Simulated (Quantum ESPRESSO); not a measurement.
# WZr3Ti2MoSn: input and log of a self-consistent run

Simulated, not a measurement. The program is pw.x of Quantum ESPRESSO 7.5 (plane-wave density functional theory). The cell is made up: eight metal atoms on a face-centred cubic lattice, with elements, volume, strain and displacements drawn at random and not relaxed, so it may be unstable or far from any real phase. PseudoDojo standard norm-conserving files set the functional (PBE unless stated); there is no spin polarisation or spin-orbit coupling, the Fermi-Dirac width of 0.25 eV means electrons at about 2900 K, and the masses in the input are unused placeholders. The tin pseudopotential is less sure than most, with forces differing by about three percent from a second method on plain tin. Heavy elements are run without spin-orbit coupling, which real alloys of them have. A spin test at this wide smearing found no moment, but such smearing suppresses magnetism that the real alloy may have.

Input:

```
&control calculation='scf', pseudo_dir='./dojo.nc.sr.pbe.v0_5.standard.upf', outdir='./o', disk_io='minimal', tprnfor=.true., tstress=.true. /
&system ibrav=0, nat=8, ntyp=5, nbnd=68, ecutwfc=87.97787729, nosym=.true., tot_charge=0,
 occupations='smearing', smearing='fd', degauss=0.0183746611
/
&electrons conv_thr=1.470e-08, electron_maxstep=70, mixing_beta=0.5 /
ATOMIC_SPECIES
Mo 1.0 Mo.upf
Sn 1.0 Sn.upf
Ti 1.0 Ti.upf
W 1.0 W.upf
Zr 1.0 Zr.upf
CELL_PARAMETERS angstrom
-0.0328 4.3693 4.3303
4.2322 -0.0408 4.3383
4.192 4.3371 -0.0007
ATOMIC_POSITIONS angstrom
W -0.0548 -0.0174 -0.0309
Zr 2.0682 2.1866 0.0147
Ti 2.1778 0.0583 2.1523
Mo 4.1301 2.1176 2.0054
Zr -0.0092 2.1696 2.1619
Zr 2.1997 4.3878 2.3615
Ti 2.1002 2.1893 4.3366
Sn 4.1426 4.3065 4.1725
K_POINTS automatic
5 5 5 1 1 1
```

The log is shortened where brackets say so; the opening notice, blank lines, dates and the lines on written files are dropped, and the path of the files is cut. It prints rydbergs, bohrs and kilobars, and counts compression as positive stress. Its total energy is the free energy E - TS of the whole cell.

```
     Program PWSCF v.7.5
     Parallel version (MPI & OpenMP), running on       4 processor cores
     Number of MPI processes:                 4
     Threads/MPI process:                     1
     [start-up lines left out]
     bravais-lattice index     =            0
     lattice parameter (alat)  =      11.6250  a.u.
     unit-cell volume          =    1081.8673 (a.u.)^3
     number of atoms/cell      =            8
     number of atomic types    =            5
     number of electrons       =       102.00
     number of Kohn-Sham states=           68
     kinetic-energy cutoff     =      87.9779  Ry
     charge density cutoff     =     351.9115  Ry
     scf convergence threshold =      1.5E-08
     mixing beta               =       0.5000
     number of iterations used =            8  plain     mixing
     Exchange-correlation= PBE
                           (   1   4   3   4   0   0   0)
     [axes and pseudopotential details left out]
   Cartesian axes
     site n.     atom                  positions (alat units)
         1        W      tau(   1) = (  -0.0089081  -0.0028285  -0.0050230  )
         2        Zr     tau(   2) = (   0.3362000   0.3554467   0.0023896  )
         3        Ti     tau(   3) = (   0.3540162   0.0094771   0.3498710  )
         4        Mo     tau(   4) = (   0.6713759   0.3442303   0.3259914  )
         5        Zr     tau(   5) = (  -0.0014955   0.3526833   0.3514316  )
         6        Zr     tau(   6) = (   0.3575762   0.7132668   0.3838779  )
         7        Ti     tau(   7) = (   0.3414018   0.3558856   0.7049439  )
         8        Sn     tau(   8) = (   0.6734079   0.7000509   0.6782683  )
     number of k points=    63  Fermi-Dirac smearing, width (Ry)=  0.0184
                       cart. coord. in units 2pi/alat
        k(    1) = (   0.0732926   0.0710098   0.0709674), wk =   0.0320000
        k(    2) = (   0.2201203   0.2127493  -0.0709364), wk =   0.0320000
     [further k points left out]
     Dense  grid:   120603 G-vectors     FFT dimensions: (  72,  72,  72)
     Estimated max dynamical RAM per process >     474.42 MB
     Estimated total dynamical RAM >       1.77 GB
     Initial potential from superposition of free atoms
     starting charge     101.9863, renormalised to     102.0000
     Starting wfcs are   79 randomized atomic wfcs
     total cpu time spent up to now is       12.0 secs
     per-process dynamical memory:   371.2 Mb
     Self-consistent Calculation
     iteration #  1     ecut=    87.98 Ry     beta= 0.50
     Davidson diagonalization with overlap
     ethr =  1.00E-02,  avg # of iterations =  2.4
     total cpu time spent up to now is       38.8 secs
     total energy              =    -989.88274093 Ry
     estimated scf accuracy    <       1.93364164 Ry
     iteration #  2     ecut=    87.98 Ry     beta= 0.50
     Davidson diagonalization with overlap
     ethr =  1.90E-03,  avg # of iterations =  5.5
     total cpu time spent up to now is       71.8 secs
     total energy              =    -989.65153895 Ry
     estimated scf accuracy    <      18.73246215 Ry
     iteration #  3     ecut=    87.98 Ry     beta= 0.50
     Davidson diagonalization with overlap
     ethr =  1.90E-03,  avg # of iterations =  2.7
     total cpu time spent up to now is       98.3 secs
     total energy              =    -990.93745074 Ry
     estimated scf accuracy    <       0.75242793 Ry
     iteration #  4     ecut=    87.98 Ry     beta= 0.50
     Davidson diagonalization with overlap
     ethr =  7.38E-04,  avg # of iterations =  2.0
     total cpu time spent up to now is      120.3 secs
     total energy              =    -990.97578630 Ry
     estimated scf accuracy    <       0.10224038 Ry
     iteration #  5     ecut=    87.98 Ry     beta= 0.50
     Davidson diagonalization with overlap
     ethr =  1.00E-04,  avg # of iterations =  8.2
     total cpu time spent up to now is      156.4 secs
     total energy              =    -990.98668463 Ry
     estimated scf accuracy    <       0.08548877 Ry
     [iterations 6 to 14 left out]
     iteration # 15     ecut=    87.98 Ry     beta= 0.50
     Davidson diagonalization with overlap
     ethr =  1.29E-09,  avg # of iterations =  2.0
     total cpu time spent up to now is      415.5 secs
     total energy              =    -991.00266280 Ry
     estimated scf accuracy    <       0.00000042 Ry
     iteration # 16     ecut=    87.98 Ry     beta= 0.50
     Davidson diagonalization with overlap
     ethr =  4.17E-10,  avg # of iterations =  2.1
     total cpu time spent up to now is      439.2 secs
     total energy              =    -991.00266282 Ry
     estimated scf accuracy    <       0.00000029 Ry
     iteration # 17     ecut=    87.98 Ry     beta= 0.50
     Davidson diagonalization with overlap
     ethr =  2.84E-10,  avg # of iterations =  1.0
     total cpu time spent up to now is      459.9 secs
     total energy              =    -991.00266285 Ry
     estimated scf accuracy    <       0.00000004 Ry
     iteration # 18     ecut=    87.98 Ry     beta= 0.50
     Davidson diagonalization with overlap
     ethr =  3.49E-11,  avg # of iterations =  5.3
     total cpu time spent up to now is      489.2 secs
     total energy              =    -991.00266285 Ry
     estimated scf accuracy    <       0.00000009 Ry
     iteration # 19     ecut=    87.98 Ry     beta= 0.50
     Davidson diagonalization with overlap
     ethr =  3.49E-11,  avg # of iterations =  2.0
     total cpu time spent up to now is      511.4 secs
     End of self-consistent calculation
     [lines on levels left out]
!    total energy              =    -991.00266285 Ry
     estimated scf accuracy    <          8.3E-09 Ry
     smearing contrib. (-TS)   =      -0.15386370 Ry
     internal energy E=F+TS    =    -990.84879915 Ry
     The total energy is F=E-TS. E is the sum of the following terms:
     one-electron contribution =    -228.92828674 Ry
     hartree contribution      =     162.29684245 Ry
     xc contribution           =    -192.82204811 Ry
     ewald contribution        =    -731.39530675 Ry
     convergence has been achieved in  19 iterations
     Forces acting on atoms (cartesian axes, Ry/au):
     atom    1 type  4   force =     0.00532143    0.00402207    0.00327523
     atom    2 type  5   force =    -0.00697385    0.01180923   -0.01132014
     atom    3 type  3   force =     0.00045369   -0.01565114   -0.00230095
     atom    4 type  1   force =     0.02071856    0.00986797    0.02683041
     atom    5 type  5   force =     0.00856359    0.03068746   -0.00444124
     atom    6 type  5   force =    -0.10886898   -0.01362447   -0.11232448
     atom    7 type  3   force =    -0.00015304   -0.01996706    0.00833192
     atom    8 type  2   force =     0.08093861   -0.00714406    0.09194924
     Total force =     0.207564     Total SCF correction =     0.000059
     Computing stress (Cartesian axis) and pressure
          total   stress  (Ry/bohr**3)                   (kbar)     P=      -15.71
  -0.00008830   0.00001771   0.00016518          -12.99        2.61       24.30
   0.00001771  -0.00017579  -0.00004157            2.61      -25.86       -6.11
   0.00016518  -0.00004157  -0.00005620           24.30       -6.11       -8.27
     init_run     :     11.25s CPU     11.69s WALL (       1 calls)
     electrons    :    498.20s CPU    499.47s WALL (       1 calls)
     forces       :      3.25s CPU      3.28s WALL (       1 calls)
     stress       :     11.58s CPU     11.58s WALL (       1 calls)
     [timing details left out]
     PWSCF        :   8m44.54s CPU   8m46.42s WALL
     JOB DONE.
```

In other units: free energy -13483.278 eV for the cell, pressure -1.57 GPa, largest force component 2.888 eV/Å in size. The run took 528 s of wall time with four MPI processes on a shared machine (Intel Xeon, 2023 or later, virtual cores), so the time is rough. A rerun of this cell at a higher cutoff and on a denser mesh moved values by no more than 0.005 eV in energy, 0.02 GPa in stress and 0.004 eV/Å in force, and a second program with other atomic files agreed on that cell to 2 % rms in force and 0.5 GPa in pressure.